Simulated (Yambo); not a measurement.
```
CELL_PARAMETERS angstrom
      3.48118     0.00000     0.00000
     -1.74059     3.01479     0.00000
      0.00000     0.00000    11.46837
ATOMIC_POSITIONS crystal
  B  0.00000 0.00000 0.00000
  B  0.00000 0.00000 0.50000
  C  0.33333 0.66667 0.25000
  C  0.66667 0.33333 0.75000
  Al 0.66667 0.33333 0.92424
  Al 0.33333 0.66667 0.07576
  Al 0.33333 0.66667 0.42424
  Al 0.66667 0.33333 0.57576
  Al 0.00000 0.00000 0.75000
  Al 0.00000 0.00000 0.25000
```

Al₃BC (space group P6_3/mmc, No. 194): mean Im ε in 1 eV windows above the direct gap of 2.13 eV, for different electron-hole kernels (Yambo, broadening 0.15 eV, PBEsol (pw.x of Quantum ESPRESSO, ONCV potentials, scalar-relativistic) bands; 9×9×2 mesh, 10 valence and 8 conduction bands, static screening with 60 bands and a 3 Ry block, scissor 0.50 eV, Tamm-Dancoff; field along x).

| window (eV) | independent quasiparticles | RPA (no attraction) | BSE |
|---|---|---|---|
| 2.1 to 3.1 | 2.7 | 2.3 | 4.8 |
| 3.1 to 4.1 | 11 | 8.8 | 15 |
| 4.1 to 5.1 | 18 | 16 | 19 |
| 5.1 to 6.1 | 14 | 14 | 13 |

This run doesn't resolve bound excitons or single peaks, so only averages are given, and they too depend on the mesh; weight that the attraction moves below the gap isn't listed. All transitions below 6.22 eV are in the band window. The scissor comes from a G0W0 run whose convergence isn't established.

Geometry of the Materials Project entry, not relaxed at this level.

The structure is a Materials Project entry; no match was found in the copy of COD used, and its stability was not checked.
